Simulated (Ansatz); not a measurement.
Na3YbGeSe, before and after

The cell of Na3YbGeSe is invented: random cell by space group and Wyckoff sites (P4/mmm, No. 123). Lengths were set from tabulated atomic sizes, so they are only a guess.

start.xyz

```xyz
6
Lattice="3.9336 0.0000 0.0000 0.0000 3.9336 0.0000 0.0000 0.0000 8.9864" Properties=species:S:1:pos:R:3 pbc="T T T"
Na    0.0000    0.0000    0.0000
Na    1.9668    1.9668    6.6852
Na    1.9668    1.9668    2.3012
Yb    0.0000    0.0000    4.4932
Ge    1.9668    1.9668    4.4932
Se    1.9668    1.9668    0.0000
```

Level of theory: DFT PBE, scalar-relativistic, plane waves, PAW (Ansatz 0.2.0). Cutoff 420 eV, Gaussian smearing, Γ-centred meshes. Cell and atoms relax first on a coarse mesh, the cell is then made exact in the group found at 0.06 to 0.08 Å, and last on a converged mesh; the steps can't lower the symmetry of their start. Collinear spin, starting moments Yb 1.0 μB.

end.xyz

```xyz
6
Lattice="4.1776 0.0000 0.0000 0.0000 4.1776 0.0000 0.0000 0.0000 11.3060" Properties=species:S:1:pos:R:3 pbc="T T T"
Na    0.0000    0.0000    0.0000
Na    2.0888    2.0888    8.5899
Na    2.0888    2.0888    2.7161
Yb    0.0000    0.0000    5.6530
Ge    2.0888    2.0888    5.6530
Se    2.0888    2.0888    0.0000
```

The symmetry stays P4/mmm (No. 123). The volume per atom grows by 41.9 %, from 23.2 to 32.9 Å³. The shortest distance goes from 2.19 Å (Na–Ge) to 2.72 Å (Na–Se). The ratio c/a of the conventional cell changes by a factor of 1.18.

| Quantity | Value |
| --- | --- |
| Volume per atom | 32.89 Å³ |
| Density | 3.31 g/cm³ |
| Energy over the elements | −0.49 eV/atom |
| Gap on the 8×8×4 mesh of the 6-atom cell | 0 eV (a metal) |
| Net moment per atom | 0.00 μB |
| Moment by site | all under 0.1 μB |

Energies over the elements count from the elements' standard structures at the same level, with no fitted energy shifts.

The last run used collinear spin and Gaussian smearing of 0.10 eV. The reference form of Se is held partly by dispersion forces, which this level lacks. The 4f shell of Yb is treated without a Hubbard U. A structure relaxed within its symmetry needn't be a true minimum. Another cell of the same search, in P3m1, lies 58 meV/atom lower, so this cell isn't the stable form at this level. Site moments count only spheres around the atoms; the net moment includes the space between them.
